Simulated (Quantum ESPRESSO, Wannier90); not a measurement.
# Wannier functions of CaIn (CsCl type)

```
begin unit_cell_cart
ang
    3.8433700000    0.0000000000    0.0000000000
    0.0000000000    3.8433700000    0.0000000000
    0.0000000000    0.0000000000    3.8433700000
end unit_cell_cart
begin atoms_frac
Ca   0.0000000000  0.0000000000  0.0000000000
In   0.5000000000  0.5000000000  0.5000000000
end atoms_frac
```

Cell from Materials Project (mp-20263), symmetrised, no further relaxation. Not found in the COD (Crystallography Open Database) copy used; not checked further. Method: PBEsol plane waves in Quantum ESPRESSO 7.5 (PseudoDojo norm-conserving files, 56 Ry, no spin polarisation, no spin-orbit coupling), Bloch states on a 8×8×8 mesh through Γ, Wannier90 4.0.1. Density: 12×12×12 mesh, cold smearing 0.01 Ry. Spin-orbit coupling is left out although heavy elements are present.

A tight-binding model is made by disentanglement and projection with no localisation steps (num_iter = 0), so the 13 orbitals stay atom-like: hydrogen-like Ca: s;p;d; In: s;p, axes along x, y, z; frozen window up to 1.50 eV relative to the Fermi level. It follows pw.x to 5.9 meV rms for states up to 1.0 eV relative to the Fermi level. Matrix elements depend on this choice of orbitals and windows.

Which pairs of orbitals on different sites are coupled most strongly? Give distance, modulus and how many such pairs a cell has.


```
orbital    orbital  distance of the centres (Å)  modulus (eV)  pairs
---------  -------  ---------------------------  ------------  -----
Ca px        Ca px                         3.84          1.36      1
Ca pz        Ca pz                         3.84          1.36      1
Ca py        Ca py                         3.84          1.35      1
Ca dz2       Ca pz                         3.84          0.93      2
Ca dx2-y2    Ca px                         3.84          0.80      2
Ca dx2-y2    Ca py                         3.84          0.80      2
In py        In py                         3.84          0.79      1
In px        In px                         3.84          0.79      1
In pz        In pz                         3.84          0.78      1
Ca py        In pz                         3.33          0.77      8
Ca py        In px                         3.33          0.77      8
Ca pz        In px                         3.33          0.77      8
Ca px        In pz                         3.33          0.77      8
Ca px        In py                         3.33          0.77      8
Ca pz        In py                         3.33          0.77      8
Ca s         In px                         3.33          0.76      8
Ca s         In pz                         3.33          0.76      8
Ca s         In py                         3.33          0.76      8
Ca py         In s                         3.33          0.74      8
Ca px         In s                         3.33          0.74      8
Ca pz         In s                         3.33          0.74      8
Ca s          In s                         3.33          0.72      8
Ca px         Ca s                         3.84          0.65      2
Ca pz         Ca s                         3.84          0.65      2
Ca py         Ca s                         3.84          0.65      2
Ca dxz       In py                         3.33          0.58      8
Ca dyz       In px                         3.33          0.58      8
Ca dxy       In pz                         3.33          0.58      8
Ca py        In py                         3.33          0.56      8
Ca pz        In pz                         3.33          0.56      8
```
